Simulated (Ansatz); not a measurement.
## Ansatz 0.2.0, relaxation: KCu3Se4

Input:

```yaml
crystal:
  lattice:
    - [0.0, 5.799542, 0.0]
    - [5.799542, 0.0, 0.0]
    - [2.899771, 2.899771, -5.77813]
  atoms:
    - { symbol: Cu, position: [0.5, 0.5, 0.0] }
    - { symbol: K, position: [0.0, 0.0, 0.0] }
    - { symbol: Se, position: [0.61081, 0.61081, 0.26258] }
    - { symbol: Se, position: [0.38919, 0.87339, 0.73742] }
    - { symbol: Se, position: [0.12661, 0.12661, 0.26258] }
    - { symbol: Se, position: [0.87339, 0.38919, 0.73742] }
    - { symbol: Cu, position: [0.75, 0.25, 0.5] }
    - { symbol: Cu, position: [0.25, 0.75, 0.5] }
  symmetry: { tolerance: 0.0003 }
kpoints:
  mp_grid: { grid: [6, 6, 6], shift: [0, 0, 0] }
magnetization:
  spin_polarized: false
scf:
  occupations: { method: fermi_dirac }
  lower_state_search: "off"
hamiltonian:
  pseudopotentials: { kind: paw }
  xc: pbe
basis:
  ecutwfc: 420
  fft_grid_basis: typed
relax:
  max_steps: 40
  cell: { p_target: 0.0 }
  f_tol: 0.03
output:
  forces: true
  stress: true
  eigenvalues: true
  bader: true
  populations: true
  elf: true
  write_potential: true
  volumetric_format: npy
  dos:
    e_range: [-12, 8]
    de: 0.05
    projected: { site_lists: { Cu: [Cu], K: [K], Se: [Se] } }
  write_density: true
checkpoint:
  read: saved_state
```

The command:

```bash
ansatz run input.yaml --threads 2 --pin off --max-ram 3584MiB --backend cpu --events-out ev --progress --plain --runs-dir out
```

Origin of the cell: a known structure type with other elements, at an estimated volume, so it need not be a known compound.

The smearing width isn't typed, so it takes its default of 0.1 eV.

The saved state is a converged single point of the same cell.

Steps («new basis» is an SCF on plane waves selected anew at the same cell):

```json
{"step": "1", "ΔF (meV/atom)": "0.0", "max force component (eV/Å)": "1.848", "P (GPa)": "2.31", "volume (Å³)": "194.35", "SCF iterations": "7", "step was": "accepted"}
{"step": "2", "ΔF (meV/atom)": "-222.9", "max force component (eV/Å)": "0.921", "P (GPa)": "-0.06", "volume (Å³)": "198.92", "SCF iterations": "9", "step was": "accepted"}
{"step": "3", "ΔF (meV/atom)": "-318.1", "max force component (eV/Å)": "0.334", "P (GPa)": "0.90", "volume (Å³)": "194.67", "SCF iterations": "9", "step was": "accepted"}
{"step": "4", "ΔF (meV/atom)": "-340.1", "max force component (eV/Å)": "0.215", "P (GPa)": "0.36", "volume (Å³)": "197.77", "SCF iterations": "9", "step was": "accepted"}
{"step": "5", "ΔF (meV/atom)": "-350.3", "max force component (eV/Å)": "0.091", "P (GPa)": "0.12", "volume (Å³)": "200.01", "SCF iterations": "9", "step was": "accepted"}
{"step": "6", "ΔF (meV/atom)": "-356.4", "max force component (eV/Å)": "0.045", "P (GPa)": "0.02", "volume (Å³)": "202.38", "SCF iterations": "9", "step was": "accepted"}
{"step": "7", "ΔF (meV/atom)": "-359.0", "max force component (eV/Å)": "0.065", "P (GPa)": "-0.49", "volume (Å³)": "204.71", "SCF iterations": "7", "step was": "accepted"}
{"step": "8", "ΔF (meV/atom)": "-362.8", "max force component (eV/Å)": "0.134", "P (GPa)": "-0.27", "volume (Å³)": "203.65", "SCF iterations": "7", "step was": "accepted"}
{"step": "9", "ΔF (meV/atom)": "-364.7", "max force component (eV/Å)": "0.016", "P (GPa)": "-0.11", "volume (Å³)": "201.43", "SCF iterations": "7", "step was": "accepted"}
{"step": "10", "ΔF (meV/atom)": "-364.7", "max force component (eV/Å)": "0.028", "P (GPa)": "0.05", "volume (Å³)": "200.63", "SCF iterations": "7", "step was": "accepted"}
{"step": "11", "ΔF (meV/atom)": "-364.7", "max force component (eV/Å)": "0.003", "P (GPa)": "0.00", "volume (Å³)": "200.87", "SCF iterations": "7", "step was": "accepted"}
{"step": "12", "ΔF (meV/atom)": "-365.3", "max force component (eV/Å)": "0.003", "P (GPa)": "0.06", "volume (Å³)": "200.87", "SCF iterations": "10", "step was": "new basis"}
{"step": "13", "ΔF (meV/atom)": "-365.4", "max force component (eV/Å)": "0.005", "P (GPa)": "-0.05", "volume (Å³)": "201.19", "SCF iterations": "6", "step was": "accepted"}
{"step": "14", "ΔF (meV/atom)": "-365.4", "max force component (eV/Å)": "0.001", "P (GPa)": "0.00", "volume (Å³)": "201.05", "SCF iterations": "5", "step was": "accepted"}
{"step": "15", "ΔF (meV/atom)": "-365.4", "max force component (eV/Å)": "0.000", "P (GPa)": "0.00", "volume (Å³)": "201.05", "SCF iterations": "8", "step was": "new basis"}
```

Step 1, with forces in eV/Å:

```xyz
8
Lattice="0.000 5.800 0.000 5.800 0.000 0.000 2.900 2.900 -5.778" Properties=species:S:1:pos:R:3:forces:R:3 pbc="T T T" step=1
Cu    2.900    2.900    0.000    0.000    0.000    0.000
K     0.000    0.000    0.000    0.000    0.000    0.000
Se    4.304    4.304   -1.517   -1.848   -1.848   -1.691
Se    7.204    4.395   -4.261   -1.848    1.848    1.691
Se    1.496    1.496   -1.517    1.848    1.848   -1.691
Se    4.395    7.204   -4.261    1.848   -1.848    1.691
Cu    2.900    5.800   -2.889    0.000    0.000    0.000
Cu    5.800    2.900   -2.889    0.000    0.000    0.000
```

Step 2, with forces in eV/Å:

```xyz
8
Lattice="0.000 5.844 0.000 5.844 0.000 0.000 2.922 2.922 -5.824" Properties=species:S:1:pos:R:3:forces:R:3 pbc="T T T" step=2
Cu    2.922    2.922    0.000    0.000    0.000    0.000
K     0.000    0.000    0.000    0.000    0.000    0.000
Se    4.220    4.220   -1.636   -0.921   -0.921   -0.733
Se    7.142    4.546   -4.189   -0.921    0.921    0.733
Se    1.624    1.624   -1.636    0.921    0.921   -0.733
Se    4.546    7.142   -4.189    0.921   -0.921    0.733
Cu    2.922    5.844   -2.912    0.000    0.000    0.000
Cu    5.844    2.922   -2.912    0.000    0.000    0.000
```

Step 3, with forces in eV/Å:

```xyz
8
Lattice="0.000 5.827 0.000 5.827 0.000 0.000 2.913 2.913 -5.734" Properties=species:S:1:pos:R:3:forces:R:3 pbc="T T T" step=3
Cu    2.913    2.913    0.000    0.000    0.000    0.000
K     0.000    0.000    0.000    0.000    0.000    0.000
Se    4.084    4.084   -1.699   -0.306   -0.306   -0.334
Se    6.997    4.656   -4.036   -0.306    0.306    0.334
Se    1.743    1.743   -1.699    0.306    0.306   -0.334
Se    4.656    6.997   -4.036    0.306   -0.306    0.334
Cu    2.913    5.827   -2.867    0.000    0.000    0.000
Cu    5.827    2.913   -2.867    0.000    0.000    0.000
```

Step 4, with forces in eV/Å:

```xyz
8
Lattice="0.000 5.867 0.000 5.867 0.000 0.000 2.933 2.933 -5.746" Properties=species:S:1:pos:R:3:forces:R:3 pbc="T T T" step=4
Cu    2.933    2.933    0.000    0.000    0.000    0.000
K     0.000    0.000    0.000    0.000    0.000    0.000
Se    4.047    4.047   -1.759   -0.117   -0.117   -0.215
Se    6.980    4.753   -3.987   -0.117    0.117    0.215
Se    1.820    1.820   -1.759    0.117    0.117   -0.215
Se    4.753    6.980   -3.987    0.117   -0.117    0.215
Cu    2.933    5.867   -2.873    0.000    0.000    0.000
Cu    5.867    2.933   -2.873    0.000    0.000    0.000
```

Step 5, with forces in eV/Å:

```xyz
8
Lattice="0.000 5.865 0.000 5.865 0.000 0.000 2.933 2.933 -5.814" Properties=species:S:1:pos:R:3:forces:R:3 pbc="T T T" step=5
Cu    2.933    2.933    0.000    0.000    0.000    0.000
K     0.000    0.000    0.000    0.000    0.000    0.000
Se    3.990    3.990   -1.842   -0.091   -0.091   -0.018
Se    6.923    4.807   -3.973   -0.091    0.091    0.018
Se    1.875    1.875   -1.842    0.091    0.091   -0.018
Se    4.807    6.923   -3.973    0.091   -0.091    0.018
Cu    2.933    5.865   -2.907    0.000    0.000    0.000
Cu    5.865    2.933   -2.907    0.000    0.000    0.000
```

Step 6, with forces in eV/Å:

```xyz
8
Lattice="0.000 5.824 0.000 5.824 0.000 0.000 2.912 2.912 -5.967" Properties=species:S:1:pos:R:3:forces:R:3 pbc="T T T" step=6
Cu    2.912    2.912    0.000    0.000    0.000    0.000
K     0.000    0.000    0.000    0.000    0.000    0.000
Se    3.889    3.889   -1.934    0.001    0.001    0.045
Se    6.801    4.847   -4.032    0.001   -0.001   -0.045
Se    1.935    1.935   -1.934   -0.001   -0.001    0.045
Se    4.847    6.801   -4.032   -0.001    0.001   -0.045
Cu    2.912    5.824   -2.983    0.000    0.000    0.000
Cu    5.824    2.912   -2.983    0.000    0.000    0.000
```

Step 7, with forces in eV/Å:

```xyz
8
Lattice="0.000 5.787 0.000 5.787 0.000 0.000 2.893 2.893 -6.113" Properties=species:S:1:pos:R:3:forces:R:3 pbc="T T T" step=7
Cu    2.893    2.893    0.000    0.000    0.000    0.000
K     0.000    0.000    0.000    0.000    0.000    0.000
Se    3.855    3.855   -1.971   -0.010   -0.010    0.065
Se    6.748    4.825   -4.142   -0.010    0.010   -0.065
Se    1.932    1.932   -1.971    0.010    0.010    0.065
Se    4.825    6.748   -4.142    0.010   -0.010   -0.065
Cu    2.893    5.787   -3.057    0.000    0.000    0.000
Cu    5.787    2.893   -3.057    0.000    0.000    0.000
```

Step 8, with forces in eV/Å:

```xyz
8
Lattice="0.000 5.643 0.000 5.643 0.000 0.000 2.822 2.822 -6.395" Properties=species:S:1:pos:R:3:forces:R:3 pbc="T T T" step=8
Cu    2.822    2.822    0.000    0.000    0.000    0.000
K     0.000    0.000    0.000    0.000    0.000    0.000
Se    3.739    3.739   -2.021    0.134    0.134   -0.027
Se    6.560    4.726   -4.374    0.134   -0.134    0.027
Se    1.904    1.904   -2.021   -0.134   -0.134   -0.027
Se    4.726    6.560   -4.374   -0.134    0.134    0.027
Cu    2.822    5.643   -3.198    0.000    0.000    0.000
Cu    5.643    2.822   -3.198    0.000    0.000    0.000
```

Step 9, with forces in eV/Å:

```xyz
8
Lattice="0.000 5.619 0.000 5.619 0.000 0.000 2.809 2.809 -6.380" Properties=species:S:1:pos:R:3:forces:R:3 pbc="T T T" step=9
Cu    2.809    2.809    0.000    0.000    0.000    0.000
K     0.000    0.000    0.000    0.000    0.000    0.000
Se    3.748    3.748   -2.000   -0.001   -0.001   -0.016
Se    6.557    4.680   -4.381   -0.001    0.001    0.016
Se    1.871    1.871   -2.000    0.001    0.001   -0.016
Se    4.680    6.557   -4.381    0.001   -0.001    0.016
Cu    2.809    5.619   -3.190    0.000    0.000    0.000
Cu    5.619    2.809   -3.190    0.000    0.000    0.000
```

Step 10, with forces in eV/Å:

```xyz
8
Lattice="0.000 5.595 0.000 5.595 0.000 0.000 2.798 2.798 -6.409" Properties=species:S:1:pos:R:3:forces:R:3 pbc="T T T" step=10
Cu    2.798    2.798    0.000    0.000    0.000    0.000
K     0.000    0.000    0.000    0.000    0.000    0.000
Se    3.732    3.732   -2.009   -0.007   -0.007    0.028
Se    6.530    4.660   -4.400   -0.007    0.007   -0.028
Se    1.863    1.863   -2.009    0.007    0.007    0.028
Se    4.660    6.530   -4.400    0.007   -0.007   -0.028
Cu    2.798    5.595   -3.205    0.000    0.000    0.000
Cu    5.595    2.798   -3.205    0.000    0.000    0.000
```

Step 15, with forces in eV/Å:

```xyz
8
Lattice="0.000 5.591 0.000 5.591 0.000 0.000 2.795 2.795 -6.432" Properties=species:S:1:pos:R:3:forces:R:3 pbc="T T T" step=15
Cu    2.795    2.795    0.000    0.000    0.000    0.000
K     0.000    0.000    0.000    0.000    0.000    0.000
Se    3.729    3.729   -2.012    0.000    0.000    0.000
Se    6.524    4.657   -4.421    0.000    0.000    0.000
Se    1.862    1.862   -2.012    0.000    0.000    0.000
Se    4.657    6.524   -4.421    0.000    0.000    0.000
Cu    2.795    5.591   -3.216    0.000    0.000    0.000
Cu    5.591    2.795   -3.216    0.000    0.000    0.000
```

* Free energy lowered by: 365.4 meV/atom
* Volume change: 3.45 %
* Final pressure: 0.00 GPa
* Relaxation steps listed: 15
* Formation energy (elements under the same functional, gases as molecules, uncorrected): -0.270 eV/atom

Caveats: no moments, though an odd count or open d shells may carry them; the relaxation held the start's symmetry, so the end may be a saddle point.

The run took 8.7 min on 2 threads of Arm Neoverse V1, on a shared host, peak memory 0.72 GiB, from a saved density.
